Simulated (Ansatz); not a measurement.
Space group Fd-3m:1 (No. 227). a = 7.639 Å, b = 7.639 Å, c = 7.639 Å, α = 90.00°, β = 90.00°, γ = 90.00°
| atom | site | symmetry | x | y | z |
| --- | --- | --- | --- | --- | --- |
| Sr | 8b | -43m | 0.0000 | 0.0000 | 0.5000 |
| Ir | 16c | .-3m | 0.1250 | 0.1250 | 0.1250 |

Equation of state of this SrIr2 structure (not necessarily the ground state), with shape and atoms relaxed at each volume where symmetry leaves them free. It has no gap at any of these volumes. Level of theory: Ansatz 0.2.0, DFT PBEsol, scalar-relativistic, plane waves, PAW.

Plane waves to 420 eV, a k mesh through Γ of 8×8×8 on the computed 6-atom cell and Gaussian smearing (0.10 eV); no spin polarisation.

```csv
V (Å³/atom),E − E(largest V) (meV/atom),P (GPa)
17.460,7.99,12.00
18.017,-22.00,5.49
18.575,-31.20,0.02
19.132,-22.94,-4.58
19.689,0.00,-8.44
```

Fit a third-order Birch–Murnaghan equation to E(V).

V0 = 18.57 Å³/atom, B0 = 167 GPa, B0' = 4.8.

Spin-orbit coupling is left out, which matters for the bands of heavy elements.

Cost: 5 runs of about 2 core-minutes in all, on AMD EPYC 7R43 (Zen 3) (shared hosts).